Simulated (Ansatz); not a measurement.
An Ansatz input:

```yaml
crystal:
  lattice:
    - [-1.7427759825, 2.1222927174, 1.5546627212]
    - [2.1222927174, -1.7427759825, 1.5546627212]
    - [3.4957170221, 3.4957170221, -0.859577126]
  atoms:
    - { symbol: Zr, position: [0.0416017403, 0.9583982597, 0.0] }
    - { symbol: Zr, position: [0.7083982597, 0.2916017403, 0.5] }
hamiltonian:
  xc: r2scan
  pseudopotentials:
    kind: paw
    azcp:
      Zr: "pseudopotentials/Zr.paw.azcp"
basis:
  ecutwfc: 500
  fft_grid_basis: typed
kpoints:
  mp_grid: { grid: [13, 13, 7], shift: [0, 0, 0] }
magnetization:
  spin_polarized: false
scf:
  occupations: { method: fermi_dirac, width: 0.1 }
  lower_state_search: "off"
output:
  stress: true
```

Terminal output

```
Engine: ansatz 0.2.0, x86_64-unknown-linux-gnu
Pseudopotentials: kind: paw
Pseudopotential: Zr, paw, valence charge 12, recommended cutoff 500 eV (meta_gga) 
Functional definition: r2SCAN
  parameter k0 = 0.174
  parameter k1 = 0.065
  parameter a1 = 4.9479
  exchange = r2scan_x(k0 = k0, k1 = k1, a1 = a1)
  correlation = r2scan_c
Crystal: 2 atoms, lattice volume = 43.272 Å³
Basis set: ecut = 500 eV, 1087 PW (Γ), exchange–correlation on 96×96×160 points (64 copies of the dense FFT grid, shifted against one another)
Bands: 16, of which v1, the nominal top of the filled ones, is band 12 counted from 1 (11 counted from 0)
Symmetry: 4 space group operations
Space group: C2/c (ITA 15), of the structure as read, at distance tolerance 3.5e-5 Å
k-points: 322 of 1183
Non-local potential: Zr, projectors of the file, l = 0: 3, l = 1: 2, l = 2: 2, l = 3: 2
PAW form: soft (Blöchl's): semilocal exchange-correlation on the pseudo side does not see the compensation charge
PAW frozen core: Zr, regenerated for the run's functional (the file was generated under x = pbe(κ = 0.804, μ = 0.2195149727645171), c = pbe(β = 0.06672455060314922))
PAW one-centre angular grid: Zr, 590 points (default); XC on 160 Gauss nodes
Initial density: superposition of atomic densities (neutral atoms: chi_scale 0, normalization atom), corrected by the library's trained network
Initial wavefunctions: pseudopotential atomic-orbital guess
Functional: x = r2scan, c = r2scan; τ floored in thin density (d = 2e-4 eV/Å³)
SCF iter   1: F=-8389.964657 eV  HF=-8389.890430 eV  |F-HF|=7.42e-2  |Δ(HF+E_count)|=         —  Δρ=7.03e-3  dr2=1.49e-2  dr2_τ=1.36e-2  ethr=1.77e-3  ⟨swp⟩=4.9  Hψ=23313  notcnv=0
SCF iter   2: F=-8389.972713 eV  HF=-8389.971653 eV  |F-HF|=1.06e-3  |Δ(HF+E_count)|=   8.12e-2  Δρ=4.80e-3  dr2=6.69e-3  dr2_τ=4.14e-4  ethr=6.20e-5  ⟨swp⟩=2.0  Hψ=14167  notcnv=0
SCF iter   3: F=-8389.974070 eV  HF=-8389.973899 eV  |F-HF|=1.72e-4  |Δ(HF+E_count)|=   2.25e-3  Δρ=5.53e-4  dr2=1.06e-4  dr2_τ=3.49e-5  ethr=2.79e-5  ⟨swp⟩=2.0  Hψ=9672  notcnv=0
SCF iter   4: F=-8389.974092 eV  HF=-8389.974080 eV  |F-HF|=1.22e-5  |Δ(HF+E_count)|=   1.81e-4  Δρ=1.62e-4  dr2=6.64e-6  dr2_τ=6.02e-7  ethr=4.44e-7  ⟨swp⟩=3.0  Hψ=11760  notcnv=0
SCF iter   5: F=-8389.974094 eV  HF=-8389.974094 eV  |F-HF|=1.81e-7  |Δ(HF+E_count)|=   1.42e-5  Δρ=2.82e-5  dr2=1.36e-7  dr2_τ=1.99e-8  ethr=2.77e-8  ⟨swp⟩=2.0  Hψ=8415  notcnv=0
SCF iter   6: F=-8389.974094 eV  HF=-8389.974094 eV  |F-HF|=1.64e-8  |Δ(HF+E_count)|=   1.90e-7  Δρ=9.68e-6  dr2=2.42e-8  dr2_τ=9.89e-10  ethr=4.17e-10  ⟨swp⟩=4.1  Hψ=18384  notcnv=0
SCF 1 converged in 6 iterations: F = -8389.974094 eV  dr2 = 2.42e-8
SCF converged after 6 iterations
Free energy (F): -8389.974094 eV
Harris-Foulkes:  -8389.974094 eV  (|F-HF|=1.64e-8)
Internal energy: -8389.916182 eV  (E = F + TS)
E sigma→0 (E₀):  -8389.945138 eV
Entropy (-TS):   -0.057912 eV (-28.956 meV/atom)
Fermi energy:    15.270593 eV
--- Per-component energies (eV) ---
  E_band       = -181.233312
  E_kinetic    = 668.238510
  E_local      = -1180.858865  (includes V_loc(G=0)·N_el)
  E_nonlocal   = 160.721941
  E_hartree    = 365.741333
  E_xc         = -311.964613
  E_vxc        = -423.163150  (∫ρ·V_xc dr)
  E_paw        = -5942.485742  (= ΣΔE_a)
  E_vpaw       = -162.663257  (= ΣTr[D̂ρ^β])
  E_aug_tail   = 0.000018  (compensation charges beyond the density's cutoff)
  E_vtau       = 25.006374  (kinetic-family band-sum trace: ∫τ·v_τ [+ j·A + Jᵃ·Aᵃ] dr)
  E_ewald      = -2148.979280
  E_core_change = -0.329483  (= ΣΔE_core)
  E_smearing   = -0.057912  (= −TS)
  E_closure    = 0.000000  (closes the sum)
  Σ components = -8389.974094   (vs F -8389.974094, Δ=0.00e0)
--- Stress (GPa, compression-positive) ---
        9.107676       0.335719      -0.058767
        0.335719       9.107676      -0.058767
       -0.058767      -0.058767       8.786455
  P = ⅓ Tr σ = 9.0006 GPa (90.006 kbar)
```

Launched by

```sh
ansatz run input.yaml --threads 1 --pin off --max-ram 3584MiB --backend cpu --events-out ev --progress --plain --runs-dir out
```

On 1 thread of Intel(R) Xeon(R) Platinum 8259CL CPU @ 2.50GHz (Skylake/Cascade Lake) (shared host) this took about 27 s of wall time and 27 s of CPU time.
